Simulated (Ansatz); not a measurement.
Method: DFT PBE, scalar-relativistic, plane waves, PAW in Ansatz. All cells share a 420 eV cutoff and Γ-centred k meshes spaced at most about 0.3 Å⁻¹ (about 0.25 or finer for metals, 2π included). No spin polarisation in the final relaxations.

All energies are static (0 K, no zero-point motion).

Two forms of RbYb₄Al were relaxed alike.

A.

```
Rb Yb Al
1.0
     5.88880    0.00000    0.00000
    -2.94440    5.09985    0.00000
     0.00000    0.00000    7.17775
Rb Yb Al
1 4 1
Direct
  0.00000 0.00000 0.00000
  0.33333 0.66667 0.72781
  0.33333 0.66667 0.27219
  0.66667 0.33333 0.72781
  0.66667 0.33333 0.27219
  0.00000 0.00000 0.50000
```

B.

```
Rb Yb Al
1.0
     0.00000    4.85794    4.85794
     4.85794    0.00000    4.85794
     4.85794    4.85794    0.00000
Rb Yb Al
1 4 1
Direct
  0.00000 0.00000 0.00000
  0.37641 0.37641 0.37641
  0.87078 0.37641 0.37641
  0.37641 0.37641 0.87078
  0.37641 0.87078 0.37641
  0.75000 0.75000 0.75000
```

Problem. Which form is favoured at zero pressure, and by what margin per atom?

Solution. A is lower, by 64 meV/atom. A has space group P6/mmm (No. 191), 35.9 Å³/atom and no gap on its mesh; B has space group F-43m (No. 216), 38.2 Å³/atom and no gap. Counting all near atoms (those within 1.25 times the shortest distance at each site; a plus sign parts nearer from farther groups), A has Rb 14, Yb 4+7, Al 14 and B has Rb 16, Yb 6+6, Al 16. The denser one is the lower, and pressure would at first widen the difference. Even the lower one lies +0.35 eV/atom against the reference forms of the elements (uncorrected), so neither is stable at this level. In A, around Rb lie 2 Al at 3.59 Å and 12 Yb at 3.92 Å; Yb is surrounded by 4 Yb at 3.27–3.40 Å, 3 Al at 3.77 Å, 1 Yb at 3.91 Å and 3 Rb at 3.92 Å; Al is surrounded by 2 Rb at 3.59 Å and 12 Yb at 3.77 Å. In B, Rb is surrounded by 12 Yb at 4.03 Å and 4 Al at 4.21 Å; Yb has 6 Yb at 3.40–3.47 Å, 3 Al at 4.02 Å and 3 Rb at 4.03 Å; Al is surrounded by 12 Yb at 4.02 Å and 4 Rb at 4.21 Å. Both come from invented guesses. A third cell relaxed alike, in R-3m, lies 54 meV/atom below the lower of the two.

The 4f shell of Yb is treated without a Hubbard U. Trial moments died out on the coarse mesh in P6/mmm and F-43m; another magnetic start might hold. Cells relaxed within their symmetry can be saddle points.
